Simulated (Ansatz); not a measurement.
## SnO2: from a starting cell to a relaxed one

The start is a generated cell, SnO2 placed in the AFLOW prototype AB2_hP9_162_ad_k (as in V2N). The structure is fully relaxed (lattice and positions, P = 0) with r2SCAN (plane waves to 500 eV, PAW, scalar-relativistic; Ansatz, a program for electronic structure). The first steps use a coarse 5×5×5 k-mesh.

Initial structure:
```
CELL_PARAMETERS angstrom
      5.09659     0.00000     0.00000
     -2.54830     4.41378     0.00000
      0.00000     0.00000     4.73484
ATOMIC_POSITIONS crystal
  O  0.32500 0.32500 0.27200
  O  0.67500 0.00000 0.27200
  O  0.00000 0.67500 0.27200
  O  0.00000 0.32500 0.72800
  O  0.67500 0.67500 0.72800
  O  0.32500 0.00000 0.72800
  Sn 0.00000 0.00000 0.00000
  Sn 0.66667 0.33333 0.50000
  Sn 0.33333 0.66667 0.50000
```

How large is the pressure on the unrelaxed cell, and of which sign?

+6.4 GPa (positive: the cell is compressed).

What is the largest force in the starting geometry, and on which atom (counted from 1)?

1.10 eV/Å, on O1, O2, O3, O4, O5, O6 (atoms numbered as listed).

By how much does the energy per atom fall from start to end?

63 meV/atom.

How do the shortest distances between atoms change?

The closest pairs of elements (up to four, under 3.6 Å), start → end: O–Sn 2.03 → 2.06 Å; O–O 2.72 → 2.79 Å; Sn–Sn 2.94 → 3.04 Å.

Is the relaxed structure metallic? Give its gap.

1.51 eV, direct at Γ (no spin-orbit coupling).

The space group stays P-31m (No. 162) (the run could not lower it); the end is AFLOW prototype AB2_hP9_162_ad_k (as in V2N), with 9 atoms in the primitive cell. Final values are on a 7×7×8 k-mesh of the relaxed cell. No spin polarisation in the result.

The run could not lose the symmetry of its start: the end is stationary, and may be a saddle point rather than a minimum.

The relaxed structure here is a generated cell of SnO2: the first start was made by placing the elements on the sites of a structure type, and the end was not matched to a known phase here, so it may be hypothetical. Known forms of SnO2 include space group No. 136.
